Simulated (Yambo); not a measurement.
CaC$_{2}$ (space group C2/c, No. 15), G0W0@LDA in Yambo (4×4×2 mesh, plasmon pole; 7 Ry block, no terminator). The number N of bands in W and G is varied.

```
N    x = 1/N  gap (0.25, -0.25, 0) → (-0.5, -0.5, 0) (eV)  shift of the valence edge (eV)
---  -------  -------------------------------------------  ------------------------------
54   0.01852                                        3.767                          -0.135
79   0.01266                                        3.802                          -0.422
109  0.00917                                        3.801                          -0.584
140  0.00714                                            ?                               ?
```

Basis-set arguments suggest E = E∞ + A x. Fix A and E∞ from the two rows above the withheld one, predict the row at 140 bands, and test the form.

Gap: A = (3.801 − (3.802))/(0.00917 − 0.01266) = 0.29, E∞ = 3.798 eV, so 3.800 eV is predicted; the run gave 3.806 eV (miss 6 meV). The first two rows have slope -5.97, so the form doesn't hold yet over the whole range. Shift: A = (-0.584 − (-0.422))/(0.00917 − 0.01266) = 46.4, E∞ = -1.010 eV, so -0.678 eV is predicted; the run gave -0.688 eV (miss 10 meV). The first two rows have slope 49.0, within 15 % of that. The other settings are held fixed.

Geometry of the Materials Project entry, not relaxed at this level; primitive cell a = 3.900 Å, b = 3.900 Å, c = 7.384 Å, α = 104.58°, β = 104.58°, γ = 64.51°.

The structure is a Materials Project entry; no match was found in the copy of COD used, and its stability was not checked.

A shift is the quasiparticle energy of the state minus its LDA energy.
